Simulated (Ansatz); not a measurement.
ZnCu$_{2}$SnS$_{4}$:
```
ZnCu2SnS4
1.0
   -2.70701     2.70701     5.41051
    2.70701    -2.70701     5.41051
    2.70701     2.70701    -5.41051
Cu Zn Sn S
2 1 1 4
Direct
  0.00000   0.00000   0.00000
  0.75000   0.25000   0.50000
  0.25000   0.75000   0.50000
  0.50000   0.50000   0.00000
  0.63518   0.62871   0.52216
  0.10655   0.11302   0.47784
  0.37129   0.89345   0.00647
  0.88698   0.36482   0.99353
```

Relaxed with r²SCAN.

### Question
Give the Bader charges and basin volumes of the independent atoms, r²SCAN (plane waves, PAW; program Ansatz).

### Answer


```json
[
 {"atom": "Cu1", "Bader charge (e)": "+0.54", "Bader volume (Å³)": "13.9"},
 {"atom": "Cu2", "Bader charge (e)": "+0.54", "Bader volume (Å³)": "13.9"},
 {"atom": "Zn3", "Bader charge (e)": "+0.94", "Bader volume (Å³)": "13.1"},
 {"atom": "Sn4", "Bader charge (e)": "+1.53", "Bader volume (Å³)": "18.6"},
 {"atom": "S5", "Bader charge (e)": "-0.89", "Bader volume (Å³)": "24.8"}
]
```

Space group I-4. Symmetry was held in the r²SCAN relaxation. No spin polarisation was allowed. Scalar-relativistic: spin–orbit coupling is off unless named, which matters more the heavier the elements.

Potentials: the later of the program's two PAW sets.
